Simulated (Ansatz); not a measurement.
In$_{5}$Bi$_{3}$:
```
In5Bi3
1.0
   -4.20526     4.20526     6.53700
    4.20526    -4.20526     6.53700
    4.20526     4.20526    -6.53700
In Bi
10 6
Cartesian
  0.00000   0.00000   6.53700
  0.00000   0.00000   0.00000
  5.42084   1.21558   2.15800
 -1.21558   2.98967   4.37900
 -1.21558   5.42084   2.15800
  5.42084  -1.21558   4.37900
  2.98967  -1.21558   2.15800
  1.21558   5.42084   4.37900
  1.21558   2.98967   2.15800
  2.98967   1.21558   4.37900
  0.00000   0.00000   9.80550
  0.00000   0.00000   3.26850
  2.90053  -1.30473   6.53700
  1.30473   5.50999   0.00000
  1.30473   2.90053   6.53700
  2.90053   1.30473   0.00000
```

Relaxed with r²SCAN. Special points in fractions of this cell's reciprocal vectors: Γ (0.000, 0.000, 0.000); X (0.000, 0.000, 0.500); P (0.250, 0.250, 0.250); N (0.000, 0.500, 0.000); M (0.500, 0.500, -0.500); S (0.353, 0.647, -0.353); S0 (-0.353, 0.353, 0.353); R (-0.207, 0.207, 0.500); G (0.500, 0.500, -0.207).

Problem. List the band energies nearest the Fermi level at these points for the program Ansatz at the r²SCAN with spin–orbit coupling level (PAW).

Solution. In eV from the Fermi level; about four levels below and three above (degenerate sets whole), none deeper than 8.9 eV; points with the same levels are listed once.

```tsv
k	below	above
Γ	-0.69 -0.69 -0.23 -0.23	0.22 0.22 0.32 0.32
X	-0.22 -0.22 -0.09 -0.09	0.22 0.22 0.34 0.34
P	-0.22 -0.22 -0.22 -0.22	0.41 0.41 0.41 0.41
N	-0.26 -0.26 -0.26 -0.26	0.00 0.00 0.00 0.00
M	-0.42 -0.42 -0.33 -0.33	0.02 0.02 0.19 0.19
S	-0.53 -0.53 -0.12 -0.12	0.20 0.20 0.66 0.66
R	-0.50 -0.50 -0.09 -0.09	0.19 0.19 0.87 0.87
```

Space group I4/mcm. The workflow started from a Materials Project entry (that database holds measured and hypothetical structures alike); the Crystallography Open Database files this formula in space group No. 140, but the cells were not matched. Whether it is the stable phase at ambient conditions was not checked. Symmetry was held in the r²SCAN relaxation; whether a distortion lowers the energy is not shown.

Potentials: the later of the program's two PAW sets.
